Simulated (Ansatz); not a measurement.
Input file for Ansatz (a first-principles code):

Ansatz 0.2 input:
```yaml
crystal:
  lattice:
    - [4.1305559819, 0.0, 0.0]
    - [0.0, 4.1305559819, 0.0]
    - [0.0, 0.0, 4.1305559819]
  atoms:
    - { symbol: Sn, position: [0.0, 0.0, 0.0] }
    - { symbol: Ir, position: [0.0, 0.5, 0.5] }
    - { symbol: Ir, position: [0.5, 0.0, 0.5] }
    - { symbol: Ir, position: [0.5, 0.5, 0.0] }
    - { symbol: N, position: [0.5, 0.5, 0.5] }
kpoints:
  mp_grid: { grid: [10, 10, 10] }
hamiltonian:
  xc: pbesol
  pseudopotentials: { azcp: { folder: ./paw }, kind: paw }
scf:
  occupations: { method: fermi_dirac, width: 0.1 }
phonons:
  method: dfpt
  response_accuracy: low
  eigenvectors: true
  rigid_motions: translations
```

Output (shortened):

```
Pseudopotential: Sn, paw, valence charge 14
Pseudopotential: Ir, paw, valence charge 17
Pseudopotential: N, paw, valence charge 5
Functional definition: PBEsol
Crystal: 5 atoms, lattice volume = 70.473 Å³
Basis set: ecut = 420 eV, 1357 PW (Γ), exchange–correlation on 60×60×60 points (8 copies of the dense FFT grid, shifted against one another)
Bands: 42, of which v1, the nominal top of the filled ones, is band 35 counted from 1 (34 counted from 0)
Symmetry: 48 space group operations
k-points: 216 of 1000 (irreducible under 8 space group operations)
SCF iter   1: F=—  HF=-41727.292406 eV  |F-HF|=—  |Δ(HF+E_count)|=         —  Δρ=5.51e-2  dr2=2.25e0  ethr=3.10e-3  ⟨swp⟩=5.9  Hψ=32791  notcnv=0
preconditioner: auto → Kerker (q_TF=auto, 2.725 Å⁻¹)
SCF iter   2: F=—  HF=-41726.878342 eV  |F-HF|=—  |Δ(HF+E_count)|=   4.14e-1  Δρ=2.98e-2  dr2=7.78e-1  ethr=3.10e-3  ⟨swp⟩=2.0  Hψ=11684  notcnv=0
SCF iter   3: F=—  HF=-41726.669827 eV  |F-HF|=—  |Δ(HF+E_count)|=   2.09e-1  Δρ=5.57e-3  dr2=2.14e-2  ethr=1.11e-3  ⟨swp⟩=2.5  Hψ=15612  notcnv=0
SCF iter   4: F=—  HF=-41726.663844 eV  |F-HF|=—  |Δ(HF+E_count)|=   5.98e-3  Δρ=1.18e-3  dr2=7.36e-4  ethr=3.06e-5  ⟨swp⟩=2.0  Hψ=14791  notcnv=0
SCF iter   5: F=—  HF=-41726.663650 eV  |F-HF|=—  |Δ(HF+E_count)|=   1.94e-4  Δρ=2.84e-4  dr2=6.49e-5  ethr=1.05e-6  ⟨swp⟩=2.5  Hψ=15062  notcnv=0
SCF iter   6: F=—  HF=-41726.663639 eV  |F-HF|=—  |Δ(HF+E_count)|=   1.10e-5  Δρ=8.34e-5  dr2=3.42e-6  ethr=9.27e-8  ⟨swp⟩=2.3  Hψ=12354  notcnv=0
SCF iter   7: F=—  HF=-41726.663635 eV  |F-HF|=—  |Δ(HF+E_count)|=   4.09e-6  Δρ=2.34e-5  dr2=4.67e-7  ethr=4.89e-9  ⟨swp⟩=2.3  Hψ=11933  notcnv=0
SCF iter   8: F=—  HF=-41726.663635 eV  |F-HF|=—  |Δ(HF+E_count)|=   1.42e-7  Δρ=4.72e-6  dr2=1.02e-8  ethr=6.68e-10  ⟨swp⟩=2.0  Hψ=13522  notcnv=0
SCF iter  10: F=-41726.663635 eV  HF=-41726.663635 eV  |F-HF|=2.18e-11  |Δ(HF+E_count)|=  1.46e-11  Δρ=9.66e-8  dr2=4.80e-12  ethr=1.00e-12  ⟨swp⟩=6.0  Hψ=40564  notcnv=0
SCF 1 converged in 10 iterations: F = -41726.663635 eV  dr2 = 4.80e-12
DFPT response loops at Γ: preconditioner auto → Kerker (q_TF=auto, 2.725 Å⁻¹) (partly filled bands, converged f_vac=0.000) …
SCF converged after 10 iterations
Free energy (F): -41726.663635 eV
Harris-Foulkes:  -41726.663635 eV  (|F-HF|=2.18e-11)
Internal energy: -41726.517476 eV  (E = F + TS)
E sigma→0 (E₀):  -41726.590555 eV
Entropy (-TS):   -0.146159 eV (-29.232 meV/atom)
Fermi energy:    21.161702 eV
--- Per-component energies (eV) ---
  E_band       = -372.106973
  E_kinetic    = 1932.303438
  E_local      = -4790.621576  (includes V_loc(G=0)·N_el)
  E_nonlocal   = 765.051945
  E_hartree    = 1922.703957
  E_xc         = -871.088333
  E_vxc        = -925.109075  (∫ρ·V_xc dr)
  E_paw        = -31813.592907  (= ΣΔE_a)
  E_vpaw       = -1199.141986  (= ΣTr[D̂ρ^β])
  E_aug_tail   = 0.002356  (compensation charges beyond the density's cutoff)
  E_ewald      = -8872.385339
  E_core_change = 1.108983  (= ΣΔE_core)
  E_smearing   = -0.146159  (= −TS)
  E_closure    = 0.000000  (closes the sum)
  Σ components = -41726.663635   (vs F -41726.663635, Δ=0.00e0)
  [band-id]    e_kinetic+e_local+e_nonlocal+2·e_hartree+e_vxc+e_vpaw+e_augmentation_tail = -372.106983   (vs E_band -372.106973, Δ=-1.02e-5)
--- Band table (eV; the first three rows and the last of 216) ---
  k-point 0: bands = ["-71.4589", "-71.4341", "-71.4341", "-28.7684", "-28.7684", "-28.7684", "-28.0781", "-28.0781", "-28.0781", "-28.0660", "-28.0660", "-28.0660", "-0.7661", "-0.7661", "-0.7634", "-0.7634", "-0.7634", "2.1534", "9.9824", "15.1694", …
  k-point 1: bands = ["-71.4583", "-71.4346", "-71.4341", "-28.7672", "-28.7672", "-28.7666", "-28.0809", "-28.0785", "-28.0785", "-28.0669", "-28.0669", "-28.0662", "-0.7650", "-0.7632", "-0.7632", "-0.7624", "-0.7624", "2.2154", "10.0667", "14.6767", …
  k-point 2: bands = ["-71.4568", "-71.4362", "-71.4341", "-28.7641", "-28.7641", "-28.7616", "-28.0884", "-28.0797", "-28.0797", "-28.0690", "-28.0690", "-28.0669", "-0.7627", "-0.7622", "-0.7598", "-0.7598", "-0.7555", "2.3852", "10.3026", "13.7333", …
  k-point 215: bands = ["-71.4423", "-71.4423", "-71.4423", "-29.0031", "-28.6169", "-28.6169", "-28.1959", "-28.1959", "-28.1959", "-27.9781", "-27.9781", "-27.9781", "-0.7760", "-0.7760", "-0.7760", "-0.7228", "-0.7228", "4.5479", "10.8199", "10.8199", …
--- Phonons (Γ-DFPT): 4 representative perturbations + reference, on 216 of 1000 k-points (Σ response iterations 12) ---
  ASR residual: 2.231e-4 → 0.000e0 eV/Å²; symmetrization residual: 3.104e-5 eV/Å²
  ASR residual per site (eV/Å²): 4.88e-5 2.23e-4 2.23e-4 2.23e-4 8.18e-5
  Γ frequencies (cm⁻¹): -195.46 -195.46 -195.46 -15.63 -15.63 -15.63 0.00 0.00 0.00 93.93 93.93 93.93 231.55 231.55 231.55
  non-analytic LO–TO correction: not included (Born effective charges unavailable; polar crystals: no LO–TO splitting at Γ)
```

Cost: very roughly 3 core-minutes on shared cores.

Space group Pm-3m (anti-perovskite). The start of the workflow was typed in or built on a structure type; neither database checked (COD, Materials Project) lists it. Whether it is the stable phase at ambient conditions was not checked. The cell was relaxed with PBEsol under the symmetry of its start. At this level the phase is dynamically unstable (imaginary phonons). No spin polarisation was allowed. The volume moved by 18 % from the start of the relaxation. Its formation energy is positive at this level, so the cell may be metastable or incomplete. As this level gives no gap, phonon frequencies hold no LO–TO term and depend on the k-mesh and smearing (Fermi–Dirac, 0.1 eV here). Scalar-relativistic: spin–orbit coupling is off unless named, which matters more the heavier the elements.

Potentials: the earlier of the program's two PAW sets. The files were generated under PBE; for other functionals the program regenerates the frozen cores, and for LDA and PBEsol the local potential too.

Ansatz is a plane-wave DFT program.
